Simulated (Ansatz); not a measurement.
YB3C3:
```
YB3C3
1.0
    4.80610     0.00000     0.00000
    0.00000     4.80610     0.00000
    0.00000     0.00000     4.80610
Y B C
2 6 6
Direct
  0.00000   0.00000   0.00000
  0.50000   0.50000   0.50000
  0.25000   0.50000   0.00000
  0.75000   0.50000   0.00000
  0.00000   0.25000   0.50000
  0.00000   0.75000   0.50000
  0.50000   0.00000   0.25000
  0.50000   0.00000   0.75000
  0.25000   0.00000   0.50000
  0.75000   0.00000   0.50000
  0.50000   0.25000   0.00000
  0.50000   0.75000   0.00000
  0.00000   0.50000   0.25000
  0.00000   0.50000   0.75000
```

Relaxed with PBE. Special points in fractions of this cell's reciprocal vectors: Γ (0.000, 0.000, 0.000); X (0.000, 0.500, 0.000); M (0.500, 0.500, 0.000); R (0.500, 0.500, 0.500).

Question: List the band energies nearest the valence-band maximum at these points for plane-wave PAW PBE (Ansatz code).

Answer: In eV from the valence-band maximum; about four levels below and three above (degenerate sets whole), none deeper than 8.9 eV; points with the same levels are listed once.

```csv
k,below,above
Γ,-3.91 -3.91 -3.91 0.00 0.00 0.00,2.51 2.51 3.36 3.36 3.36
X,-2.01 -2.01 -1.20 -1.20,0.96 0.96 1.50 1.50
M,-2.81 -2.81 -2.04 -1.18,0.27 0.27 0.99
R,-4.95 -4.95 -4.95 -4.95,2.50 2.50 2.50 2.50 2.50 2.50
```

Space group Pm-3n. The start of the workflow was typed in or built on a structure type; neither database checked (COD, Materials Project) lists it. Whether it is the stable phase at ambient conditions was not checked. Symmetry was held in the PBE relaxation; whether a distortion lowers the energy is not shown. The run is not spin-polarised. Spin–orbit coupling is left out wherever it is not named.

Potentials: the earlier of the program's two PAW sets.
